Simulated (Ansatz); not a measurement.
B in space group Cmce (No. 64; B on 8f) at seven volumes, plane-wave PAW PBE+D3(BJ) (Ansatz code), shape and atoms relaxed at each. One row is withheld.

| V (Å³/atom) | P (GPa) |
|---|---|
| 5.677 | ? |
| 5.864 | 18.76 |
| 6.051 | 8.74 |
| 6.238 | 0.00 |
| 6.425 | -7.62 |
| 6.612 | -14.29 |
| 6.799 | -20.10 |

Fit the shown pressures and predict the withheld one.

P = (3/2)B₀(x^(7/2) − x^(5/2))[1 + (3/4)(B′ − 4)(x − 1)] with x = (V₀/V)^(2/3). Least squares on the six rows gives V₀ = 6.238 Å³/atom, B₀ = 272 GPa, B′ = 3.54. At V = 5.677, x = 1.0648 and P = 30.26 GPa. The run itself gave 30.25 GPa.

The cell is a constructed one: a structure type filled with these elements; neither database checked (COD, Materials Project) lists it. It is not the phase usual at ambient conditions (space group No. 166). The cell was relaxed with PBE+D3(BJ) under the symmetry of its start; whether a distortion lowers the energy is not shown.

Potentials: the later of the program's two PAW sets.
